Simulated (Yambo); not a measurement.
BSE-type run in Yambo on Cs$_{2}$ICl$_{6}$F (space group Fm-3m, No. 225), at zero momentum.

Quantum ESPRESSO step (PBEsol, PseudoDojo standard norm-conserving files, scalar-relativistic):
```
&CONTROL
  calculation = 'nscf'
  pseudo_dir = './pseudo'
  outdir = './out'
/
&SYSTEM
  ibrav = 0
  nat = 10
  ntyp = 4
  ecutwfc = 84.0
  ecutrho = 336.0
  occupations = 'fixed'
  force_symmorphic = .true.
  nbnd = 153
/
&ELECTRONS
  conv_thr = 1e-08
  diago_full_acc = .true.
  diago_thr_init = 1e-08
/
ATOMIC_SPECIES
F 18.9984 F.upf
Cl 35.4500 Cl.upf
I 126.9045 I.upf
Cs 132.9055 Cs.upf
CELL_PARAMETERS angstrom
  0.000000000000   5.335790000000   5.335790000000
  5.335790000000   0.000000000000   5.335790000000
  5.335790000000   5.335790000000   0.000000000000
ATOMIC_POSITIONS crystal
F   0.500000000000   0.500000000000   0.500000000000
Cl   0.240250000000   0.759750000000   0.759750000000
Cl   0.759750000000   0.240250000000   0.240250000000
Cl   0.759750000000   0.240250000000   0.759750000000
Cl   0.240250000000   0.759750000000   0.240250000000
Cl   0.759750000000   0.759750000000   0.240250000000
Cl   0.240250000000   0.240250000000   0.759750000000
I   0.000000000000   0.000000000000   0.000000000000
Cs   0.250000000000   0.250000000000   0.250000000000
Cs   0.750000000000   0.750000000000   0.750000000000
K_POINTS automatic
4 4 4 0 0 0
```

Yambo input:
```
rim_cut
optics
bse
bss
dipoles
RandQpts= 1000000
RandGvec= 1 Ry
FFTGvecs= 40 Ry
BSKmod= "HARTREE"
BSEmod= "resonant"
BSSmod= "hs"
BSENGexx= 15 Ry
% KfnQP_E
 0.639 | 1.0 | 1.0 |
%
% BSEQptR
 1 | 1 |
%
% BSEBands
 20 | 43 |
%
% BEnRange
 0.0 | 7.6 | eV
%
% BDmRange
 0.15 | 0.15 | eV
%
BEnSteps= 152
% BLongDir
 1.0 | 0.0 | 0.0 |
%
BSHayTrs= -0.02
BSSNEig= 24
WRbsWF
```

From the report:

The dimension is k points × valence × conduction bands = 64 × 18 × 6 = 6912.
```
  [SLEPC] Approach                          : Krylov-Schur
  [SLEPC] Number of requested eigenvalues   :  24
  [SLEPC] Number of eigenvalues        [NEV]:  24
   [K] Dimension                                    :   6912
   [K] Bands                                        :   20   43
   [K] Exchange res                                 : yes
   [K] Correlation res                              : no
   [K] W interaction is bare                        : no
   [K] RL vectors exchange                          :  2085
```

Spin-orbit coupling is not included.

Geometry of the Materials Project entry, not relaxed at this level.

The structure is a Materials Project entry; no match was found in the copy of COD used, and its stability was not checked.
